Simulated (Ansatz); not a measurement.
SiC (4H type, space group P6_3mc)

```
SiC
1.0
    3.07759     0.00000     0.00000
   -1.53880     2.66527     0.00000
    0.00000     0.00000    10.07638
Si C
4 4
Direct
  0.00000   0.00000   0.00030
  0.00000   0.00000   0.50030
  0.66667   0.33333   0.75025
  0.33333   0.66667   0.25025
  0.00000   0.00000   0.81287
  0.00000   0.00000   0.31287
  0.66667   0.33333   0.56221
  0.33333   0.66667   0.06221
```

This relaxed cell (volume V₀) is scaled evenly in all directions, its shape held. The atoms relax within the cell's symmetry.

The numbers are results of r2SCAN (plane waves to 500 eV, PAW, scalar-relativistic; Ansatz, an electronic-structure program), not measurements. k mesh 13×13×4 (Γ-centred), Fermi-Dirac smearing 0.05 eV. E stands for the smeared free energy. Compression counts positive. SiC was relaxed with its symmetry unable to fall. ΔE is measured from the relaxed starting cell.

| V (Å³/cell) | P (GPa) | ΔE (meV/atom) |
|---|---|---|
| 77.69 | 15.9 | 29.2 |
| 78.69 | 12.3 | ___ |
| 79.68 | 9.0 | 10.1 |
| 80.67 | 5.8 | 4.4 |
| 81.66 | 2.8 | 1.1 |
| 82.65 | 0.0 | 0.0 |
| 83.64 | -2.7 | 1.0 |
| 84.64 | -5.2 | 4.1 |
| 85.63 | -7.5 | 9.0 |
| 86.62 | -9.7 | ___ |
| 87.61 | -11.8 | 24.0 |

Problem. Some entries are withheld; supply them.

Solution. 
- 78.69, ΔE (meV/atom): 18.3
- 86.62, ΔE (meV/atom): 15.7

(A scan under strain: stresses follow from slopes of the energy per volume, elastic moduli from its curvatures.)
